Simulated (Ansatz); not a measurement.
**KI — core-level photoemission**

Cell: a COD entry, its atoms then relaxed with PBE in this cell, repeated to a supercell; a hole's nearest image is 10.0 Å away.

```cif
data_KI
_symmetry_space_group_name_H-M 'Fm-3m'
_symmetry_Int_Tables_number 225
_cell_length_a 7.0655
_cell_length_b 7.0655
_cell_length_c 7.0655
_cell_angle_alpha 90.000
_cell_angle_beta 90.000
_cell_angle_gamma 90.000
loop_
_atom_site_label
_atom_site_type_symbol
_atom_site_symmetry_multiplicity
_atom_site_Wyckoff_symbol
_atom_site_fract_x
_atom_site_fract_y
_atom_site_fract_z
K1 K 4 a 0.0000 0.0000 0.0000
I9 I 4 b 0.5000 0.5000 0.5000
```

One atom of each set is listed; the run and its k-mesh use a cell of 16 atoms with edges of 9.99, 9.99, 9.99 Å.

Level of theory: DFT, PBE, plane waves and PAW, scalar-relativistic, 420 eV cutoff, Γ-centred 3×3×3 k-points, fixed occupations (Ansatz 0.2.0).

Each value is a total-energy difference between the cell with one core hole and the ground state (ΔSCF), counted from the top of the valence band. The cell with the hole is spin-polarised, as the shell with the hole is left with one unpaired spin. The periodic images are corrected with the calculated ε∞ = 2.87.

Problem. What binding energies does the calculation give for K 2p, I 3d?

Solution. 

| line | atom | first shell | E_B (eV) | j = l + ½ / j = l − ½ (eV) |
| --- | --- | --- | --- | --- |
| K 2p | 1 | 6 I at 3.53 Å | 291.7 | 290.7 / 293.5 |
| I 3d | 9 | 6 K at 3.53 Å | 618.1 | 613.5 / 625.0 |

For p, d and f shells E_B is the weighted mean of the two lines, whose splitting comes from the free atom's Dirac orbitals.

The program doubts some values: the cell is too small to check the potential alignment. Absolute PBE values can be off by an eV or more, and the 3d and 4f lines of heavy atoms by several eV. Multiplets, satellites and widths aren't calculated.

Hardware: 1 thread of Arm Neoverse V2 (aarch64; 8 cores open to the job, memory cap 3.0 GiB, no GPU), a shared host with a load of 0.6 a core. Wall time 2.2 min, CPU time 2.2 min, peak memory 1.7 GiB.
